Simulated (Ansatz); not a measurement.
Values for one crystal, relaxed and computed with r²SCAN in the plane-wave PAW code Ansatz; other levels are named.

| Quantity | Value |
|---|---|
| Volume per atom | 20.03 Å³ |
| Electronic character | metallic (no gap) |
| Density of states at the Fermi level | 0.84 states/eV per atom (mean over ±0.08 eV) |
| Formation energy from the elements (no fitted shifts) | -0.56 eV/atom |

Task: Which compound is it?
A) LaIn4Ni, Cmcm (Pearson symbol oS24)
B) Ti3In, P6_3/mmc (Ti on 6h, In on 2d)
C) YInNi, P-62m (Y on 3g, In on 3f, Ni on 1b, Ni on 2c)
D) Gd2In, P6_3/mmc (In on 2c, Gd on 2d, Gd on 2a)

Result: C, YInNi, P-62m (Y on 3g, In on 3f, Ni on 1b, Ni on 2c)

The first step of the workflow began from a Materials Project structure, measured or hypothetical; the Crystallography Open Database copy checked does not list it. Whether it is the stable phase at ambient conditions was not checked. The cell was relaxed with r²SCAN under the symmetry of its start; whether a distortion lowers the energy is not shown. No spin polarisation was allowed. The references are the lowest solids computed at this level, not always the standard phases. Spin–orbit coupling is left out wherever it is not named.

Potentials: the later of the program's two PAW sets.
